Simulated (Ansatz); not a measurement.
CuI in space group P4/nmm (No. 129; Cu on 2b, I on 2c), LDA in the plane-wave PAW code Ansatz, all energies at zero smearing, with the estimated change up to a 700 eV cutoff added, with one set of potentials and settings (totals compare only within such a set). Cell of 8 atoms (4 Cu, 4 I): -55647.484 eV.

```tsv
element	reference phase	E (eV/atom)
Cu	Fm-3m, 1 atoms in the cell	-6555.7252
I	Cmce, 4 atoms in the cell	-7355.9427
```

Formation energy per atom, worked out: (-55647.484 − 4×(-6555.7252) − 4×(-7355.9427))/8 = -0.102 eV/atom (-10 kJ per mol of atoms), at 0 K, without zero-point energy or fitted corrections.

The cell is a constructed one: a structure type filled with these elements; the Crystallography Open Database copy checked does not list it. It is not the phase usual at ambient conditions (space group No. 216). Symmetry was held in the LDA relaxation; of distortions, only those at the zone centre were tested, and some modes there are weakly imaginary. The run is not spin-polarised. A crystal of weakly bound layers computed without a dispersion correction: the cell and the soft elastic constants depend strongly on that. The references are the lowest solids computed at this level, not always the standard phases. Scalar-relativistic: spin–orbit coupling is off unless named, which matters more the heavier the elements.

Potentials: the earlier of the program's two PAW sets.
